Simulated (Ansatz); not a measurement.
**C: stationary points along a deformation path**

All numbers below come from Ansatz, DFT r2SCAN, scalar-relativistic, plane waves, PAW. The runs took a 500 eV cutoff, a Γ-centred 12×12×6 mesh and Gaussian smearing (0.05 eV). No spin polarisation. Energies are free energies at this smearing, counted from the undisturbed cell; pressure is positive in compression.

The undisturbed cell (relaxed at this level):

```
C
1.0
     2.50319    0.00000    0.00000
    -1.25160    2.16783    0.00000
     0.00000    0.00000    4.16888
C
4
Direct
  0.33333 0.66667 0.06273
  0.66667 0.33333 0.56273
  0.33333 0.66667 0.43727
  0.66667 0.33333 0.93727
```

At fixed volume and fractional coordinates, lengths along (0.000, 0.000, 1.000) are scaled against those across it; ρ is that ratio over its starting value. V = 5.656 Å³/atom. Δσ is the stress along the axis less the mean stress across it (compression positive).

```csv
ρ,ΔE (meV/atom),Δσ (GPa),space group
0.800,892.6,361.11,P6_3/mmc
0.850,457.3,250.57,P6_3/mmc
0.920,114.8,119.95,P6_3/mmc
0.960,26.8,56.53,P6_3/mmc
1.000,0.0,-0.02,P6_3/mmc
1.050,36.5,-62.67,P6_3/mmc
1.100,135.8,-118.14,P6_3/mmc
1.200,476.6,-212.63,P6_3/mmc
1.300,943.9,-280.64,P6_3/mmc
```

Task: How does the stress give the slope of the energy, and where is the energy stationary?

Result: Along the path d ln(length) is 2/3 d ln ρ on the axis and −1/3 d ln ρ across it, so dE/d ln ρ = −(2/3) V Δσ: the energy falls with ρ where Δσ is positive. Δσ vanishes or changes sign at ρ = 1.000 (P6_3/mmc), a minimum at 0.0 meV/atom. Pairs of stationary points between two samples would go unseen, and could change a minimum read from distant neighbours into a maximum.

Task: Integrate that slope from ρ = 1 to 0.850 by the trapezoid rule.

Result: With V/N in Å³ and 1 eV/Å³ = 160.2 GPa the slopes at ρ = 1.000, 0.960, 0.920, 0.850 are 0, -1330, -2823, -5897 meV/atom per unit of ln ρ. The steps add 27.1 + 88.4 + 345.0 = 460.5 meV/atom, against 457.3 from the energies; the trapezoid rule misses the curvature of the slope within each step.

Forces appear on the atoms along this scan, and letting them relax would lower the energy and soften the response. The gap closes along the scan, which can put kinks into the curve.

Cost: 9 runs of about 0.65 core-minutes in all, on Arm Neoverse V1 (shared hosts).